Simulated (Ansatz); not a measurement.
A distorted cell of Ca (fcc, Cu type):

```yaml
crystal:
  lattice:
    - [0.00000, 5.52650, 5.52650]
    - [2.76325, 0.00000, 2.76325]
    - [2.76325, 2.76325, 0.00000]
  atoms:
    - { symbol: Ca, position: [0.00784, 0.99478, 0.99478] }
    - { symbol: Ca, position: [0.49216, 0.00522, 0.00522] }
```

Calculation: PBE (plane waves to 420 eV, PAW, scalar-relativistic; Ansatz, a quantum-chemistry and plane-wave program). k mesh 15×15×15 (Γ-centred), Fermi-Dirac smearing 0.05 eV. Compression counts positive. With partly filled bands, energies and forces of such displacements shift with the k mesh and the smearing. Ca was relaxed with its symmetry unable to fall.

What forces act on the atoms (eV/Å, Cartesian)?


```tsv
atom	Fx	Fy	Fz
Ca1	0.101	-0.101	-0.101
Ca2	-0.101	0.101	0.101
```

(A displaced cell: forces are minus the slopes of the energy, force constants its curvatures, and phonons follow from these.)
